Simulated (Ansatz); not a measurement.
# Calculated with Ansatz: ZrTeBr2O6, single run

Launch command:

```bash
ansatz run input.yaml --threads 1 --pin off --max-ram 2560MiB --backend cpu --events-out ev --progress --plain --runs-dir out
```

Input:

```yaml
crystal:
  lattice:
    - [5.647057, 0.0, 0.0]
    - [-2.823528, 4.890502, 0.0]
    - [-2.823528, 1.630167, 5.039627]
  atoms:
    - { symbol: Br, position: [0.29, 0.71, 0.87] }
    - { symbol: Br, position: [0.76, 0.24, 0.28] }
    - { symbol: Zr, position: [0.993, 0.007, 0.979] }
    - { symbol: Te, position: [0.5, 0.5, 0.5] }
    - { symbol: O, position: [0.126, 0.278, 0.231] }
    - { symbol: O, position: [0.722, 0.617, 0.231] }
    - { symbol: O, position: [0.383, 0.874, 0.231] }
    - { symbol: O, position: [0.228, 0.386, 0.728] }
    - { symbol: O, position: [0.614, 0.114, 0.728] }
    - { symbol: O, position: [0.886, 0.772, 0.728] }
  symmetry: { tolerance: 0.0003 }
kpoints:
  mp_grid: { grid: [4, 4, 4], shift: [0, 0, 0] }
magnetization:
  spin_polarized: false
scf:
  occupations: { method: fermi_dirac, width: 0.15 }
  mixing: { preconditioner: none }
  algorithm: direct_min
hamiltonian:
  pseudopotentials: { kind: paw }
  xc: r2scan
basis:
  ecutwfc: 500
output:
  forces: true
  stress: true
  eigenvalues: true
```

Origin of the cell: a known structure type with other elements, at an estimated volume, so it need not be a known compound.

Output (shortened):

```
SCF iter   1: F=—  HF=-20176.795261 eV  Δρ=1.31e-2  dr2=4.01e-1  dr2_τ=2.88e-1
SCF iter   2: F=—  HF=-20176.882845 eV  Δρ=3.68e-3  dr2=2.05e-2  dr2_τ=2.22e-3
SCF iter   3: F=—  HF=-20176.877144 eV  Δρ=5.81e-4  dr2=7.49e-4  dr2_τ=3.06e-5
SCF iter   4: F=—  HF=-20176.877032 eV  Δρ=1.63e-4  dr2=5.44e-5  dr2_τ=2.83e-6
SCF iter   5: F=—  HF=-20176.877025 eV  Δρ=3.39e-5  dr2=2.03e-6  dr2_τ=1.22e-7
SCF iter   6: F=—  HF=-20176.877025 eV  Δρ=1.11e-5  dr2=2.47e-7  dr2_τ=1.49e-8
SCF iter   7: F=—  HF=-20176.877025 eV  Δρ=3.72e-6  dr2=4.63e-8  dr2_τ=1.37e-9
SCF iter   8: F=-20176.877025 eV  HF=-20176.877025 eV  Δρ=9.76e-7  dr2=1.88e-9  dr2_τ=9.33e-11
SCF 1 converged in 8 iterations: F = -20176.877025 eV  dr2 = 1.88e-9
SCF converged after 8 iterations
Stability not checked: this state was not tested for a lower state beside it, because a direct minimisation reached the state, and no test of it is asked (direct_minimisation; see scf.lower_state_search)
Free energy (F): -20176.877025 eV
Harris-Foulkes:  -20176.877025 eV  (|F-HF|=1.73e-9)
Internal energy: -20176.425935 eV  (E = F + TS)
E sigma→0 (E₀):  -20176.651480 eV
Entropy (-TS):   -0.451089 eV (-45.109 meV/atom)
Fermi energy:    9.397163 eV
--- Per-component energies (eV) ---
  E_band       = -459.845989
  E_kinetic    = 1826.093127
  E_local      = -4314.904312  (includes V_loc(G=0)·N_el)
  E_nonlocal   = 190.730023
  E_hartree    = 1825.981122
  E_xc         = -1205.701320
  E_vxc        = -1178.925349  (∫ρ·V_xc dr)
  E_paw        = -13152.489483  (= ΣΔE_a)
  E_vpaw       = -706.868332  (= ΣTr[D̂ρ^β])
  E_aug_tail   = 0.006009  (compensation charges beyond the density's cutoff)
  E_vtau       = 72.060644  (kinetic-family band-sum trace: ∫τ·v_τ [+ j·A + Jᵃ·Aᵃ] dr)
  E_ewald      = -5345.753183
  E_core_change = -0.387919  (= ΣΔE_core)
  E_smearing   = -0.451089  (= −TS)
  Σ components = -20176.877025   (vs F -20176.877025, Δ=0.00e0)
--- Forces (eV/Å), atoms counted from 1 ---
  atom   1  Br    -0.000000     0.000000    -2.052888
  atom   2  Br    -0.000000     0.000000    -0.688259
  atom   3  Zr    -0.000000     0.000000    -0.776956
  atom   4  Te     0.000000    -0.000000     0.779734
  atom   5  O      0.786873    -1.166106     0.091633
  atom   6  O      0.616441     1.264505     0.091634
  atom   7  O     -1.403314    -0.098399     0.091634
  atom   8  O      0.399290    -1.485011     0.821152
  atom   9  O      1.086412     1.088300     0.821152
  atom  10  O     -1.485702     0.396710     0.821152
  max |Σ_I F_I| component: 1.15e-5 eV/Å
--- Stress (GPa, compression-positive) ---
        6.402669       0.000000      -0.000000
       -0.000000       6.402669       0.000000
       -0.000000       0.000000       0.012560
  P = ⅓ Tr σ = 4.2726 GPa (42.726 kbar)
```

Caveats: no moments, though an odd count or open d shells may carry them; no spin-orbit coupling, though heavy elements are present; the k mesh is coarse if the cell is a metal.

It ran for 38 s on 1 thread of Intel(R) Xeon(R) 6975P-C (Granite Rapids) (shared host), peak memory 0.86 GiB, from the program's own first density.
